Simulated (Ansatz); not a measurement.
Screening note. For a tunnel junction or a leaky gate film, the slowest evanescent state at the electrodes' Fermi level sets the resistance.

MgO serves as the reference. The Fermi level is put at mid-gap. Of the planes computed for each crystal, the one with the slowest decay is listed. Wanted: the thickness for 8 decades of attenuation, and how many decades a 2.0 nm film gains over the reference.

Levels of theory (Ansatz, a plane-wave PAW program): plane, in the cell as filed, gap, decay constant k, slowest state: r²SCAN, complex band structure, on cells taken as filed or relaxed beforehand.

Spin–orbit coupling is left out unless named; in separate runs it moves the gap by CdSe −0.12 eV (r²SCAN); it moves the gap of CdS by under 0.05 eV.

```csv
crystal,"plane, in the cell as filed",gap on the mesh (eV),k at mid-gap (1/Å),planes computed,slowest state
CdSe (wurtzite),(001),1.09,0.082,1,at Γ
"MgO (rock salt), reference",(111),5.76,0.362,3,at Γ
CdS (wurtzite),(001),1.62,0.125,1,at Γ
ZnO (wurtzite),(100),1.23,0.127,2,at Γ
```

Definitions used: decades per nm = 2k × 10 Å/ln 10 = 8.686 k; thickness = 8/(decades per nm); extra decades of a 2.0 nm film = 2.0 × (row − reference).

**Question.** Compute decades per nm, thickness and decades beyond the reference for CdSe, showing the steps.

**Answer.** 
decades per nm: 8.686 × 0.082 = 0.712; thickness: 8/0.712 = 11.24 nm; decades beyond the reference: 2.0 × (0.712 − 3.144) = −4.9.

**Question.** Rank all rows by decades per nm, highest first.

**Answer.** The same steps for every row:

| crystal | decades per nm | thickness (nm) | decades beyond the reference |
|---|---|---|---|
| CdSe (wurtzite) | 0.712 | 11.24 | −4.9 |
| MgO (rock salt), reference | 3.144 | 2.54 | 0.0 |
| CdS (wurtzite) | 1.086 | 7.37 | −4.1 |
| ZnO (wurtzite) | 1.103 | 7.25 | −4.1 |

Ranking by decades per nm, highest first: MgO (3.144 ± 0.19), ZnO (1.103 ± 0.066) ≈ CdS (1.086 ± 0.065), CdSe (0.712 ± 0.043). The ± follows from allowances picked for this note (decay constant k 6 %), carried to first order and added in quadrature; ≈ joins neighbours closer than their two ± added in quadrature. On this figure 0 of 3 candidates do clearly better than the reference.

The gaps are the functional's own, as a rule smaller than measured ones, and k shrinks with them; planes not computed could decay more slowly; interface matching and symmetry filtering by the electrodes are not included. Where several phases of a formula are at hand, those over 0.1 eV/atom above the lowest were not drawn (by r²SCAN where it compared them, else by the largest value; a layered or molecular lowest phase counts only with a dispersion term); other phases could lie lower still. Crystals of Pb, Bi, Tl or Hg, those whose gap spin–orbit coupling moves by over 0.3 eV, and those of Te, I or Sb with no such test at hand were not drawn. Rows were sampled with a lean to familiar crystals, related or not, whatever their agreement with measurement; tables with many equal figures were not kept. Limits of the draw: gap over 1 eV, no layered crystals, primitive or conventional cells alone; no unfamiliar magnets, and cubic perovskites only if shown or known to be stable. As a rule kept out of such tables: 4f compounds, open-shell compounds run without a Hubbard term, cells found unstable in the tests at hand, cells close to a higher symmetry, and runs set to a pressure or over 12 % in volume from the crystal's fullest run.
